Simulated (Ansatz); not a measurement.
Here is the system:

WC in space group P-6m2 (No. 187; W on 1a, C on 1f), a = b = 2.898 Å, c = 2.827 Å, α = β = 90.00°, γ = 120.00°.

This is the PBEsol-relaxed structure.

Question: All from plane-wave PAW PBEsol (Ansatz code), unless another level is named. Estimate the electronic character.

Answer: metallic (no gap).

Question: What about the formation energy from the elements (no fitted shifts)?

Answer: -0.24 eV/atom.

Question: Next, the density of states at the Fermi level?

Answer: 0.15 states/eV per atom (mean over ±0.08 eV).

Question: And the gap with spin–orbit coupling?

Answer: none (metallic).

Symmetry was held in the PBEsol relaxation. The run is not spin-polarised. The references are the lowest solids computed at this level, not always the standard phases. Scalar-relativistic: spin–orbit coupling is off unless named, which matters more the heavier the elements.

Potentials: the later of the program's two PAW sets.
